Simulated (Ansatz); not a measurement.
## Fields on a plane of Zr (hcp, Mg type)

```
CELL_PARAMETERS angstrom
      3.24602     0.00000     0.00000
     -1.62301     2.81113     0.00000
      0.00000     0.00000     5.15071
ATOMIC_POSITIONS crystal
  Zr 0.33333 0.66667 0.75000
  Zr 0.66667 0.33333 0.25000
```

The slice is a (0001) plane (indices of the conventional cell) through the point (0.333, 0.667, 0.750) (fractional), spanned by u = [110] and v = [1 -1 0] in vectors of this cell: u (3.25 Å) and v (5.62 Å, at 90° to u). It covers one period; positions are fractions (u, v).

Atoms on it: Zr at (0.00, 0.00); Zr at (0.50, 0.50).

The numbers are results of r2SCAN (plane waves to 500 eV, PAW, scalar-relativistic; Ansatz, a program for electronic structure), not measurements. k mesh 16×16×9. Near the nuclei the fields are pseudised (PAW); where an atom keeps semicore shells as valence, they peak there. Zr is run without spin polarisation. Zr was relaxed with its symmetry unable to fall.

```
|xx971141179x|
|998314641389|
|763126862136|
|000147874100|
|000123332100|
|210001110001|
|210036763001|
|100489998400|
|10079xxx9700|
|10189xxx9810|
|41179xxx9711|
|641389998314|
|862136763126|
|874100000147|
|332100000123|
|110001210001|
|763001210036|
|998400100489|
|xx970010079x|
|xx981010189x|
```
Scale: ten equal steps from 0.12 (start of '0') to 0.83 (end of '9'), in the order '0123456789'. Values: electron localisation function (ELF). The map has 12 points along u (one character each, u = 0 at the left) and 20 along v (v = 0 in the bottom row). Points within 0.5 Å of a nucleus are blanked (x), as the pseudised field means little there.

```
|@@@@@@**::......::**@@@@|
|@@%%##==::......::==##%%|
|**++==::..........::==++|
|::::..................::|
|        ..........      |
|        ..::--::..      |
|      ::==++**++==::    |
|    ..==##%%@@%%##==..  |
|    ::**@@@@@@@@@@**::  |
|  ..--**@@@@%%@@@@**--..|
|....::**@@@@@@@@@@**::..|
|....::==##%%@@%%##==::..|
|......::==++**++==::....|
|..........::::::........|
|......              ....|
|--::..              ..::|
|**++==::          ::==++|
|@@%%##==..      ..==##%%|
|@@@@@@**::      ::**@@@@|
|%%@@@@**--..  ..--**@@@@|
```
Scale: ten equal steps from -0.89 (start of ' ') to 0.62 (end of '@'), in the order ' .:-=+*#%@'. Values: log₁₀ of the valence density in e/Å³. The map has 12 points along u (two characters each, u = 0 at the left) and 20 along v (v = 0 in the bottom row). The scale is logarithmic, as a density can span decades between atoms and voids.

The density on the Zr–Zr line (3.25 Å) at its midpoint comes out as 0.17 e/Å³. The ELF at that point comes out as 0.25.
